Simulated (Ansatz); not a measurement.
AlBRu in space group Cmcm (No. 63; Al on 4c, B on 4c, Ru on 4c), r²SCAN in the plane-wave PAW code Ansatz, all energies at zero smearing, with the estimated change up to a 700 eV cutoff added, with one set of potentials and settings (totals compare only within such a set). Cell of 6 atoms (2 Al, 2 B, 2 Ru): -13176.800 eV.

```json
[
 {"element": "Al", "reference phase": "Fm-3m, 1 atoms in the cell", "E (eV/atom)": "-540.4083"},
 {"element": "B", "reference phase": "R-3m, 12 atoms in the cell", "E (eV/atom)": "-156.5544"},
 {"element": "Ru", "reference phase": "P6_3/mmc, 2 atoms in the cell", "E (eV/atom)": "-5890.7039"}
]
```

Formation energy per atom, worked out: (-13176.800 − 2×(-540.4083) − 2×(-156.5544) − 2×(-5890.7039))/6 = -0.244 eV/atom (-24 kJ per mol of atoms), at 0 K, without zero-point energy or fitted corrections.

The start of the workflow was typed in or built on a structure type; neither database checked (COD, Materials Project) lists it. Its standing as an ambient phase is unchecked. Symmetry was held in the r²SCAN relaxation; whether a distortion lowers the energy is not shown. The run is not spin-polarised. The references are the lowest solids computed at this level, not always the standard phases.

Potentials: the later of the program's two PAW sets.
